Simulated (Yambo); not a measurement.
G0W0@PBEsol for BaS (rock salt, space group Fm-3m, No. 225) in Yambo. Reference settings: 4×4×4 Γ-centred k mesh, 148 bands and a 10 Ry block in the screening, 148 bands in G with the Bruneval-Gonze terminator, plasmon pole fitted at 27.2 eV. The PBEsol gap Γ → X on this mesh is 2.04 eV; G0W0 gaps are taken between the same points.

With and without the terminator, as bands are cut:

```csv
bands in G (in W),"gap, terminator (eV)","gap, none (eV)","valence shift, terminator (eV)","valence shift, none (eV)"
49 (148),3.560,3.349,-1.162,-0.722
92 (148),3.558,3.455,-1.189,-1.000
148 (148),3.558,3.509,-1.196,-1.116
```

Over this range the gap spans 0.002 eV with the terminator and 0.160 eV without, the valence shift 0.034 eV and 0.394 eV. Neither column has reached its limit for certain.

Geometry relaxed with PBEsol; primitive cell a = b = c = 4.476 Å, α = β = γ = 60.00°.

A shift is the quasiparticle energy of the state minus its PBEsol energy.
